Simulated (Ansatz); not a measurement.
B₂O: relaxed-ion elastic tensor

Level of theory: DFT PBE, scalar-relativistic, plane waves, PAW in Ansatz 0.2.0. Plane waves to 420 eV; Γ-centred k mesh 18×18×4; Fermi-Dirac smearing of 0.15 eV. No spin polarisation.

Equilibrium structure at this level:
```
CELL_PARAMETERS angstrom
2.56886 0.00000 0.00000
-1.28443 2.22470 0.00000
0.00000 0.00000 11.59605
ATOMIC_POSITIONS crystal
B 0.00000 0.00000 0.42471
B 0.00000 0.00000 0.57529
B 0.66667 0.33333 0.02208
B 0.33333 0.66667 0.97792
O 0.66667 0.33333 0.37694
O 0.33333 0.66667 0.62306
```

In a metal, frequencies and elastic constants depend on the k mesh and the smearing, soft modes and shear constants most. Spin polarisation was left out, and a magnetic state may lie lower. The crystal is built of layers and no dispersion correction was added, so the binding between them is poorly described, and with it their spacing and whatever depends on it. A semilocal functional can close a gap that the real compound has.

Task: Give the relaxed-ion elastic constants (GPa, Voigt order xx yy zz yz xz xy, on the axes of the cell above).

Result:
C11 = 24.4, C12 = 154.4, C13 = -0.1, C22 = 24.4, C23 = -0.1, C33 = 2.0, C44 = 0.2, C55 = 0.2, C66 = -65.0 GPa; the others vanish.

Task: Is the crystal stable against homogeneous strain?

Result: No: the tensor has an eigenvalue of -130.0 GPa, so some strain lowers the energy.

Cost: 1 run of about 13 core-minutes, on Arm Neoverse V1 (shared hosts).